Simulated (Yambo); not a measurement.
```
CELL_PARAMETERS angstrom
      6.90861     0.00000     0.00353
      0.00000     4.56832     0.00000
     -0.02640     0.00000     7.94703
ATOMIC_POSITIONS crystal
  Ca 0.00000 0.50000 0.50000
  Sr 0.00000 0.00000 0.00000
  I  0.25531 0.00000 0.34541
  I  0.74469 0.00000 0.65459
  I  0.26464 0.50000 0.82096
  I  0.73536 0.50000 0.17904
```

SrCaI$_{4}$ (space group P2/m, No. 10): mean Im ε in 1 eV windows above the direct gap of 5.40 eV, for different electron-hole kernels (Yambo, broadening 0.15 eV, PBEsol (Quantum ESPRESSO, PseudoDojo norm-conserving, 70 Ry, no spin-orbit coupling) bands; 2×4×2 mesh, 12 valence and 25 conduction bands, static screening with 126 bands and a 3 Ry block, scissor 2.02 eV, Tamm-Dancoff; field along x).

```
window (eV)   independent quasiparticles  BSE
------------  --------------------------  ---
5.4 to 6.4                           1.2  4.6
6.4 to 7.4                           4.5  6.8
7.4 to 8.4                           6.6  4.5
8.4 to 9.4                           5.9  4.2
9.4 to 10.4                          4.3  3.2
10.4 to 11.4                         3.0  2.3
```

This run doesn't resolve bound excitons or single peaks, so only averages are given, and they too depend on the mesh; weight that the attraction moves below the gap isn't listed. All transitions below 12.79 eV are in the band window. The scissor comes from a G0W0 run whose convergence isn't established.

Spin-orbit coupling is left out, which matters for elements this heavy: edges can move by tenths of an eV.

Geometry relaxed with PBE+D3(BJ).

The structure is a Materials Project entry; no match was found in the copy of COD used, and its stability was not checked.
